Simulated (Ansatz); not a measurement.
TiSnO:
```
CELL_PARAMETERS angstrom
      3.91655     0.00000     0.00000
      0.00000     3.91655     0.00000
      0.00000     0.00000     6.75178
ATOMIC_POSITIONS crystal
  Ti 0.00000 0.50000 0.66964
  Ti 0.50000 0.00000 0.33036
  Sn 0.00000 0.00000 0.00000
  Sn 0.50000 0.50000 0.00000
  O  0.50000 0.00000 0.58914
  O  0.00000 0.50000 0.41086
```

Relaxed with DFT-PBEsol in the program Ansatz with PAW potentials. Indices refer to the conventional cell of P4/nmm, a = b = 3.917 Å, c = 6.752 Å, α = β = γ = 90.00°.

Q: Simulate the powder diffraction pattern (Cu Kα, λ = 1.54184 Å; lines above 1 %) up to 2θ = 90°.

A: Simulated powder pattern, Cu Kα, λ = 1.54184 Å (kinematic, ideal powder, no thermal factors, no anomalous dispersion; the 30 strongest lines at most, above 1 %, up to 2θ = 90°):

| 2θ (°) | d (Å) | I/Imax (%) | hkl |
|---|---|---|---|
| 13.11 | 6.752 | 68 | (001) |
| 26.31 | 3.388 | 9.5 | (101) |
| 26.40 | 3.376 | 22 | (002) |
| 32.33 | 2.769 | 7.5 | (110) |
| 35.02 | 2.562 | 100 | (111) |
| 35.09 | 2.557 | 2.6 | (102) |
| 40.06 | 2.251 | 20 | (003) |
| 42.21 | 2.141 | 46 | (112) |
| 46.37 | 1.958 | 30 | (200) |
| 48.40 | 1.881 | 11 | (201) |
| 52.38 | 1.747 | 6.6 | (113) |
| 54.09 | 1.695 | 2.4 | (211) |
| 54.14 | 1.694 | 12 | (202) |
| 54.35 | 1.688 | 2.3 | (004) |
| 59.65 | 1.550 | 2.2 | (104) |
| 62.91 | 1.477 | 20 | (203) |
| 64.67 | 1.441 | 14 | (114) |
| 67.66 | 1.385 | 8.9 | (220) |
| 69.27 | 1.356 | 4.1 | (221) |
| 69.63 | 1.350 | 1.5 | (005) |
| 73.99 | 1.281 | 4.5 | (222) |
| 74.17 | 1.279 | 3.8 | (204) |
| 76.99 | 1.239 | 1.6 | (310) |
| 78.52 | 1.218 | 17 | (311) |
| 78.73 | 1.215 | 1.7 | (214) |
| 78.86 | 1.214 | 6.6 | (115) |
| 81.64 | 1.179 | 9.1 | (223) |
| 83.06 | 1.163 | 12 | (312) |
| 86.48 | 1.125 | 1.7 | (006) |
| 87.81 | 1.112 | 3.2 | (205) |

The start of the workflow was typed in or built on a structure type; neither database checked (COD, Materials Project) lists it. Whether it is the stable phase at ambient conditions was not checked. Symmetry was held in the PBEsol relaxation. At this level the phase is dynamically unstable (imaginary phonons). The workflow began spin-polarised and lost its moments. Scalar-relativistic: spin–orbit coupling is off unless named, which matters more the heavier the elements.

Potentials: the earlier of the program's two PAW sets. The files were generated under PBE; for other functionals the program regenerates the frozen cores, and for LDA and PBEsol the local potential too.
